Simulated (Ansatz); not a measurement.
## Pressure against volume: Na

```
Na
1.0
     3.76700    0.00000    0.00000
    -1.88350    3.26232    0.00000
     0.00000    0.00000    6.15400
Na
2
Direct
  0.33333 0.66667 0.25000
  0.66667 0.33333 0.75000
```

The conventional cell has a = 3.767 Å, b = 3.767 Å, c = 6.154 Å, α = 90.00°, β = 90.00°, γ = 120.00°. Na (atom 1) has 12 Na at 3.77 Å as nearest neighbours.

The structure is an experimental refinement, used without relaxation.

All numbers are computed: DFT, LDA, all-electron LAPW, scalar-relativistic (Ansatz 0.2.0); DFT, LDA, PAW with Ansatz's default frozen-core files, scalar-relativistic (Ansatz 0.2.0).

For LAPW: a Γ-centred 11×11×6 k mesh, Fermi–Dirac smearing of 0.05 eV, basis error target 0.5 meV/atom, no spin polarisation. PAW takes a cutoff of 420 eV at this cell (files made with PBE, cores remade for this functional). The Ansatz runs share mesh, smearing and spin set-up. Plane-wave (PAW) pressures include the program's estimate of the Pulay term.

The cell above is scaled evenly, with fractional coordinates and shape held.

```
V/V(cell)  V (Å³/atom)  P, LAPW (GPa)  P, PAW (GPa)  free energy over the lowest listed, PAW (meV/atom)
   0.9400       35.545          -0.50         -0.50                                                 0.0
   0.9600       36.301          -0.64         -0.64                                                 2.7
   0.9800       37.057          -0.77         -0.77                                                 6.0
   0.9900       37.436              ?             ?                                                   ?
   1.0000       37.814          -0.89         -0.89                                                10.0
   1.0100       38.192          -0.94         -0.94                                                12.1
   1.0200       38.570          -0.99         -0.99                                                14.4
   1.0400       39.326          -1.09         -1.09                                                19.3
   1.0600       40.083          -1.17         -1.17                                                24.7
```

Fill in the row V/V(cell) = 0.9900.

P, LAPW (GPa) = -0.83, P, PAW (GPa) = -0.83, free energy over the lowest listed, PAW (meV/atom) = 7.9.
